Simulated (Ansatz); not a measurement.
Zone-centre phonons of YSb at 3 GPa: input and output

All numbers below come from DFT LDA, scalar-relativistic, plane waves, PAW (Ansatz 0.2.0).

Launched with:
```bash
ansatz run input.yaml --threads 1 --pin off --max-ram 3072MiB --backend cpu --events-out ev --progress --plain --runs-dir out
```

Input (bare energies are in eV):
```yaml
crystal:
  lattice:
    - [0.0, 2.9898803478, 2.9898803478]
    - [2.9898803478, 0.0, 2.9898803478]
    - [2.9898803478, 2.9898803478, 0.0]
  atoms:
    - { symbol: "Y", position: [0.5, 0.5, 0.5] }
    - { symbol: Sb, position: [0.0, 0.0, 0.0] }
basis:
  ecutwfc: 420
kpoints:
  mp_grid: { grid: [12, 12, 12] }
hamiltonian:
  xc: lda
scf:
  occupations: { method: fermi_dirac, width: 0.15 }
output:
  eigenvalues: true
phonons:
  method: dfpt
  eigenvectors: true
```

Results section of the output:
```
--- Phonons (Γ-DFPT): 2 representative perturbations + reference, on 163 of 1728 k-points (Σ response iterations 6) ---
  k mesh reduced under 8 symmetry operations, with k and −k counted as one. Each operation leaves every solved perturbation unchanged. A smaller set is not used because it would not reduce the number of displacements ...
  ASR residual: 1.457e-4 → 0.000e0 eV/Å²; symmetrization residual: 3.752e-5 eV/Å²
  ASR residual per site (eV/Å²): 1.46e-4 1.77e-5
  Γ frequencies (cm⁻¹): 0.00 0.00 0.00 187.63 187.63 187.63
  non-analytic LO–TO correction: not included (Born effective charges unavailable; polar crystals: no LO–TO splitting at Γ)
```

The run took 35 s on 1 thread of Intel(R) Xeon(R) Platinum 8488C (Sapphire Rapids), with other jobs on the host, peak memory 0.75 GiB.

In a metal, frequencies and elastic constants depend on the k mesh and the smearing, soft modes and shear constants most.